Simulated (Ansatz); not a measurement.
Recipe of this trial structure of Y3NbO2: random cell by space group and Wyckoff sites (P4/mmm, No. 123). The dimensions are guesses.

```xyz
6
Lattice="5.4623 0.0000 0.0000 0.0000 5.4623 0.0000 0.0000 0.0000 3.4235" Properties=species:S:1:pos:R:3 pbc="T T T"
Y     0.0000    2.7311    1.7117
Y     2.7311    0.0000    1.7117
Y     0.0000    0.0000    1.7117
Nb    2.7311    2.7311    0.0000
O     2.7311    2.7311    1.7117
O     0.0000    0.0000    0.0000
```

Method: Ansatz, DFT PBE, scalar-relativistic, plane waves, PAW. Cutoff 420 eV, Gaussian smearing, Γ-centred meshes. Cell and atoms relax first on a coarse mesh and then on a finer one. In between, the cell is made exact in the group found at 0.06 Å. In metals the finer mesh still leaves noise of several meV/atom or more. The steps can't lower the symmetry of their start. No spin polarisation.

A guess keeps its type if space group and coordination stay and the shape of the cell changes little (axis ratios within about 15 %, angles within 6°); the volume may change.

Question: Does it keep its structure type, or change into something else?

Answer: It keeps its type. The symmetry stays P4/mmm (No. 123). The volume per atom grows by 45.6 %, from 17.0 to 24.8 Å³. The shortest distance goes from 1.71 Å (Nb–O and Y–O) to 2.02 Å (Nb–O and Y–O). The ratio c/a of the conventional cell changes by a factor of 1.06. Counting neighbours within 15 % of an atom's shortest distance, the start has Nb 2, O 2, Y 2/4 and the end Nb 2, O 2, Y 2/4.

The zero of energy is the elements' standard structures at the same level (O₂ as a molecule); no fitted shifts are applied.

Question: At what energy does it end?

Answer: −0.44 eV/atom.

The last run used a 6×6×10 mesh (in the run's order of axes) for its 6-atom cell and Gaussian smearing of 0.10 eV. The cell is a metal run without spin; a magnetic state may lie lower. A structure relaxed within its symmetry needn't be a true minimum. Another cell of Y3NbO2 relaxed alike, in P-3m1, lies 1.07 eV/atom lower, so this cell isn't the stable form at this level.

In counts of neighbours, a slash parts the counts of unlike sites.
